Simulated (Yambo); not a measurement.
G0W0@LDA for CdOFH (space group P2_1, No. 4, within 0.06 Å of Pmn2_1) in Yambo. Reference settings: 4×2×2 Γ-centred k mesh, bands 9 to 155 and a 7 Ry block in the screening, 155 bands in G with the Bruneval-Gonze terminator, plasmon pole fitted at 27.2 eV. The LDA gap (0, 0, -0.5) → Γ on this mesh is 1.62 eV; G0W0 gaps are taken between the same points.

The settings were changed. The gap went from 3.79 eV to 3.93 eV, and the shift of the valence edge from -1.02 eV to -1.03 eV.

Problem. Which change was made?
A. 52 bands in W, 52 bands in G, 3 Ry block
B. 52 bands in W, 52 bands in G, 2 Ry block
C. 94 bands in W, 94 bands in G, 4 Ry block
D. 52 bands in W, 52 bands in G, 4 Ry block

Solution. C, 94 bands in W, 94 bands in G, 4 Ry block. The others gave (gap, valence shift): 52 bands in W, 52 bands in G, 2 Ry block: 4.71, -1.35 eV; 52 bands in W, 52 bands in G, 3 Ry block: 4.53, -1.14 eV; 52 bands in W, 52 bands in G, 4 Ry block: 4.48, -1.05 eV.

Spin-orbit coupling is not included.

Geometry of the Materials Project entry, not relaxed at this level; primitive cell a = 3.534 Å, b = 4.845 Å, c = 5.628 Å, α = γ = 90.00°, β = 90.08°.

The structure is a Materials Project entry; no match was found in the copy of COD used, and its stability was not checked.

A shift is the quasiparticle energy of the state minus its LDA energy.
